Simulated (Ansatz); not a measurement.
A: Mg2Si (antifluorite type, space group Fm-3m), a = b = c = 6.365 Å, α = β = γ = 90.00°
B: CuI (zinc blende), a = 6.079 Å, b = 6.079 Å, c = 6.079 Å, α = 90.00°, β = 90.00°, γ = 90.00°
C: Nb (bcc, W type), a = b = c = 3.310 Å, α = β = γ = 90.00°
D: Mo (bcc, W type), a = b = c = 3.1607 Å, α = β = γ = 90.00°

Scan: energy against volume (even scaling of the relaxed cell, symmetry kept). All come from one method, each on a k mesh of its own. All were relaxed with their symmetry unable to fall. CuI is run without spin polarisation. Mo is run without spin polarisation. Nb is run without spin polarisation. Spin-orbit coupling is left out.

Problem. Rank these by bulk modulus (fitted) (lowest first), as PBE (plane waves to 420 eV, PAW, scalar-relativistic; Ansatz, a program for electronic structure) gives it.

Solution. B (38.9 GPa), A (54.0 GPa), C (170 GPa), D (259 GPa)

(Under strain, the slope of the energy per volume gives the stress and its curvature an elastic modulus.)
